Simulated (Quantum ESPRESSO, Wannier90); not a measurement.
## Wannier functions of Au (fcc (Cu type))

Materials Project entry mp-81; symmetrised, unrelaxed at this level. This is the element's usual structure. Computed values, not measurements, from PBEsol: Quantum ESPRESSO (norm-conserving PseudoDojo potentials, cutoff 61 Ry, no spin polarisation, no spin-orbit coupling) on a Γ-centred 12×12×12 mesh, then Wannier90. Density: 18×18×18 mesh, cold smearing 0.01 Ry. Spin-orbit coupling is left out although heavy elements are present.

The plane-wave run has 21 bands and 19 electrons a cell. On the energy scale of pw.x, whose zero is arbitrary, the Fermi level lies at 18.74 eV.

Input w.win, without the blocks of cell, atoms and k-points (1728 lines):

```
num_bands = 17
num_wann = 6
exclude_bands = 1-4
num_iter = 1000
conv_tol = 1.0e-6
conv_window = 4
dis_num_iter = 1000
dis_conv_tol = 1.0e-6
dis_froz_max = 20.24
dis_froz_proj = true
dis_proj_min = 0.01
dis_proj_max = 0.95
write_hr = true
write_u_matrices = true
auto_projections = true
mp_grid = 12 12 12
```

wannier90.x stops with:
```
dis_windows_proj: More states in the frozen window than target WFs
```
With dis_froz_proj, states below dis_froz_max and states whose projectability exceeds dis_proj_max are all frozen, and at some k-point they outnumber the Wannier functions. Mended as below, all else unchanged, the run goes through (Ω_I = 7.6 Å²) and follows the plane-wave bands to 1.4 meV rms (states up to 1.0 eV relative to the Fermi level).
```
num_wann = 9
begin projections
f=0.01708,0.00366,-0.01561: s;p;d
end projections
```
Remove the line dis_froz_proj = true.
Remove the line dis_proj_min = 0.01.
Remove the line dis_proj_max = 0.95.
Remove the line auto_projections = true.
